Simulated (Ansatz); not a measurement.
YAl2:
```xyz
6
Lattice="0.0000 3.9042 3.9042 3.9042 0.0000 3.9042 3.9042 3.9042 0.0000" Properties=species:S:1:pos:R:3 pbc="T T T"
Y      1.9521     1.9521     1.9521
Y      0.0000     0.0000     0.0000
Al     2.9281     4.8802     2.9281
Al     4.8802     4.8802     4.8802
Al     4.8802     2.9281     2.9281
Al     2.9281     2.9281     4.8802
```

Relaxed with PBEsol. Special points in fractions of this cell's reciprocal vectors: Γ (0.000, 0.000, 0.000); X (0.500, 0.000, 0.500); U (0.625, 0.250, 0.625); K (0.375, 0.375, 0.750); L (0.500, 0.500, 0.500); W (0.500, 0.250, 0.750).

Question: List the band energies nearest the Fermi level at these points for the program Ansatz at the PBEsol level (PAW).

Answer: In eV from the Fermi level; about four levels below and three above (degenerate sets whole), none deeper than 8.9 eV; points with the same levels are listed once.

```csv
k,below,above
Γ,-2.33 -2.33 -2.33 -2.00 -2.00,0.67 2.64 2.64 2.64
X,-3.74 -3.74 -3.26 -3.26,0.09 0.09 0.78 0.78
U,-1.60 -0.83 -0.64 -0.01,0.87 0.95 1.30
L,-1.63 -1.63 -0.24 -0.09 -0.09,1.95 1.95 2.14
W,-1.70 -1.70 -1.21 -1.21,0.43 0.43 1.25 1.25
```

Space group Fd-3m (cubic Laves (MgCu2 type)). The first step of the workflow began from a Materials Project structure, measured or hypothetical; the Crystallography Open Database copy checked does not list it. Whether it is the stable phase at ambient conditions was not checked. Symmetry was held in the PBEsol relaxation; its stability against distortions is not shown here. No spin polarisation was allowed. Spin–orbit coupling is left out wherever it is not named.

Potentials: the later of the program's two PAW sets.
